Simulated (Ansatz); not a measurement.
Recipe of this trial structure of Sb2Se5: random cell by space group and Wyckoff sites (I4/mmm, No. 139). The dimensions are guesses.

```
Sb Se
1.0
    -3.92266    3.92266    3.40989
     3.92266   -3.92266    3.40989
     3.92266    3.92266   -3.40989
Sb Se
2 5
Direct
  0.20189 0.20189 0.00000
  0.79811 0.79811 0.00000
  0.50000 0.50000 0.50000
  0.00000 0.00000 0.50000
  0.50000 0.00000 0.00000
  0.00000 0.50000 0.00000
  0.50000 0.50000 0.00000
```

These are results of DFT PBE, scalar-relativistic, plane waves, PAW in Ansatz, not measurements. Cutoff 420 eV, Gaussian smearing, Γ-centred meshes. Cell and atoms relax first on a coarse mesh and then on a finer one. In between, the cell is made exact in the group found at 0.06 Å. In metals the finer mesh still leaves noise of several meV/atom or more. The steps can't lower the symmetry of their start. No spin polarisation.

A guess keeps its type if space group and coordination stay and the shape of the cell changes little (axis ratios within about 15 %, angles within 6°); the volume may change.

Q: Will the relaxed cell still be of the starting type?

A: It doesn't keep its type. The symmetry stays I4/mmm (No. 139). The volume per atom grows by 16.5 %, from 30.0 to 34.9 Å³. The shortest distance goes from 2.03 Å (Sb–Se) to 2.71 Å (Sb–Se). The ratio c/a of the conventional cell changes by a factor of 1.36. Counting neighbours within 15 % of an atom's shortest distance, the start has Sb 1, Se 2 and the end Sb 5, Se 2. In detail, at the end Sb has 5 Se at 2.71–2.81 Å and 1 Sb at 3.17 Å; around Se on a site of symmetry 2/m lie 2 Sb at 2.71 Å and 2 Se at 3.43 Å; Se on a site of symmetry 4/mmm has 2 Sb at 2.81 Å and 8 Se at 3.43 Å.

```
Sb Se
1.0
    -3.72991    3.72991    4.39500
     3.72991   -3.72991    4.39500
     3.72991    3.72991   -4.39500
Sb Se
2 5
Direct
  0.18040 0.18040 0.00000
  0.81960 0.81960 0.00000
  0.50000 0.50000 0.50000
  0.00000 0.00000 0.50000
  0.50000 0.00000 0.00000
  0.00000 0.50000 0.00000
  0.50000 0.50000 0.00000
```

Formation energies are uncorrected and refer to the elements' standard structures at the same level.

Q: At what energy does it end?

A: +0.47 eV/atom. The separate elements lie lower, so it is unstable against them.

The last run used an 8×8×8 mesh for its 7-atom cell and Gaussian smearing of 0.10 eV. These runs have no spin–orbit coupling, which can matter for Sb. The reference form of Se is held partly by dispersion forces, which this level lacks. A structure relaxed within its symmetry needn't be a true minimum.
